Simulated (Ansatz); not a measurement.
Input and output of a single-point calculation on a free-standing Janus 2H monolayer of ZrSeTe (Ansatz, HSE06). The cell was relaxed with r2SCAN and then strained (xy shear, engineering strain (angle) -4.0 %), with the atoms relaxed again with r2SCAN; k points keep the names of the unstrained zone.

```yaml
crystal:
  lattice:
    - [3.8274401665, -0.0765488033, 0.0]
    - [-1.9800132915, 3.3529348173, 0.0]
    - [0.0, 0.0, 31.6293141208]
  atoms:
    - { symbol: Zr, position: [0.3381731669, 0.6672003493, 0.2886772865] }
    - { symbol: Se, position: [0.6640619055, 0.3332193406, 0.3378298823] }
    - { symbol: Te, position: [0.6644315943, 0.3329136434, 0.2271313229] }
  periodic: [true, true, false]
kpoints:
  mp_grid: { grid: [6, 6, 1] }
  band_path:
    path:
      - [0.0, 0.0, 0.0]
      - [0.5, 0.0, 0.0]
      - [0.3333333333, 0.3333333333, 0.0]
      - [0.0, 0.4166666667, 0.0]
      - [0.40625, -0.401042, 0.0]
    npoints: 1
hamiltonian:
  xc: hse06
scf:
  occupations: { method: fixed }
  n_extra_bands: 4
output:
  forces: true
  stress: true
  eigenvalues: true
```

The output follows, shortened, with numbered blanks.
```
scf.n_extra_bands = 4 over 22 filled bands (N_el = 44.0): the run solves 26 bands
Pseudopotential: Zr, paw, valence charge 12, recommended cutoff 420 eV (normal)
Pseudopotential: Se, paw, valence charge 16, recommended cutoff 420 eV (normal)
Pseudopotential: Te, paw, valence charge 16, recommended cutoff 420 eV (normal)
Functional definition: HSE06
Crystal: 3 atoms, lattice volume = 401.110 Å³
Basis set: ecut = 420 eV, 7883 PW (Γ)
[1]
[warm-up without exact exchange]
SCF 1 stopped early in 9 iterations: F = -16635.880398 eV  dr2 = 5.03e-7
[exact exchange on]
Exchange kernel: α = 0.2500, screened, ω = 0.2079 Å⁻¹, Wigner–Seitz truncation, v(0) = 1046.6419 eV·Å³, q-mesh 6×6×1
SCF 2 stopped early in 9 iterations: F = -16644.378888 eV  dr2 = 4.13e-6
hybrid outer 1: dexx = +1.578e-2 eV, tail = 1.18e-4 eV
SCF 3 converged in 7 iterations: F = -16644.379088 eV  dr2 = 3.07e-10
hybrid outer 2: dexx = +1.011e-6 eV, tail = 1.69e-8 eV, Δε = 2.68e-3 eV, ΔF = 1.15e-2 eV/Å
SCF 4 converged in 2 iterations: F = -16644.379088 eV  dr2 = 2.07e-10
hybrid outer 3: dexx = +6.290e-10 eV, tail = 4.50e-10 eV, Δε = 3.07e-5 eV, ΔF = 1.73e-4 eV/Å
Free energy (F): -16644.379088 eV
[2]
--- Per-component energies (eV) ---
  E_band       = -1512.670692
  E_kinetic    = 629.693773
  E_local      = -88606.182611
  E_nonlocal   = -830.267504
  E_hartree    = 44015.560462
  E_xc         = -313.843864
  E_vxc        = -314.690384
  E_exx        = -144.860648
  E_paw        = -9465.266696
  E_vpaw       = -132.622111
  E_ewald      = 38072.434544
  E_core_change = -1.645788
--- Forces (eV/Å), atoms counted from 1 ---
[3]
--- 2D stress c σ (N/m, compression-positive) ---
       -0.558739       0.939637       0.000000
        0.939637      -0.404717       0.000000
        0.000000       0.000000       0.000000
  P = ½ c Tr σ = -0.4817 N/m
--- Band table (eV; the first three rows and the last of 20) ---
[4]
```

The rows of the band table are 0: (0, 0, 0) = Γ, 1: (0, 1/6, 0), 2: (0, 1/3, 0), 19: (-1/2, -1/2, 0) = M.

Problem. Fill in the blanks. They hold the forces, the Fermi energy and the band table, the symmetry found.

Solution.
```
[1]
Symmetry: 1 space group operations
Space group: P1 (ITA 1)
[2]
Fermi energy:    -6.016395 eV
[3]
  atom   1  Zr    -0.01467      0.00117    -0.11282
  atom   2  Se      0.00603    -0.00057    -0.08017
  atom   3  Te      0.00864    -0.00060      0.19302
[4]
  k-point 0: bands = […, -10.5164, -8.3373, -8.0713, -7.0774, -6.3232, -6.0164, -3.6800, -2.3842, -2.3070, -2.1535]
  k-point 1: bands = […, -10.1972, -8.9754, -8.1829, -7.4536, -6.6467, -6.4455, -4.2010, -2.6970, -2.3114, -2.1286]
  k-point 2: bands = […, -10.2184, -9.4507, -8.9416, -8.3529, -6.8892, -6.5934, -5.0284, -2.5398, -2.3711, -1.6689]
  k-point 19: bands = […, -10.8046, -9.6388, -9.1940, -8.3136, -7.0008, -6.3431, -5.1977, -2.4255, -2.0495, -1.5528]
```
Only the leading digits can be foreseen; the rest is this run's record.

HSE06 gives an indirect gap of 0.82 eV, from Γ to k = (0.406, -0.401, 0); the least direct gap is 1.15 eV at M (-1/2, -1/2, 0). The gap is the least over the mesh and the extra points. With the atoms held, the mean in-plane stress is -0.5 N/m (compression positive). (The program warns that its thresholds are loose for a hybrid's stress.) The largest force is 0.19 eV/Å.

Command: `ansatz run input.yaml --threads 4 --pin off --max-ram 5529MiB --backend cpu --events-out ev --progress --plain --runs-dir out`.

Problem. What wall time did it need on 4 threads of AMD EPYC 9R45 96-Core Processor (Zen 5), with other jobs on the host, and how much host memory at the peak?

Solution. About 3.1 min, with a peak of 4.3 GiB.

No spin polarisation. The prototype was imposed, so other structures may be more stable.

Spin-orbit coupling is left out, which matters wherever the heavy atoms make up the band edges.

The meshes of the hybrids are coarse, so their gaps aren't converged to the digits shown.
